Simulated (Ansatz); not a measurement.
Mo (bcc (W type), space group No. 229) at seven volumes, the program Ansatz at the r²SCAN level (PAW), scaled uniformly. One row is withheld.

| V (Å³/atom) | P (GPa) |
|---|---|
| 14.227 | 31.22 |
| 14.697 | 19.07 |
| 15.166 | 8.76 |
| 15.635 | 0.00 |
| 16.104 | ? |
| 16.573 | -13.99 |
| 17.042 | -19.54 |

Task: Fit the shown pressures and predict the withheld one.

Result: P = (3/2)B₀(x^(7/2) − x^(5/2))[1 + (3/4)(B′ − 4)(x − 1)] with x = (V₀/V)^(2/3). Least squares on the six rows gives V₀ = 15.633 Å³/atom, B₀ = 271 GPa, B′ = 4.21. At V = 16.104, x = 0.9804 and P = -7.56 GPa. The run itself gave -7.52 GPa.

Space group Im-3m (bcc (W type)). The cell was relaxed with r²SCAN under the symmetry of its start. No spin polarisation was allowed.

Potentials: the later of the program's two PAW sets.
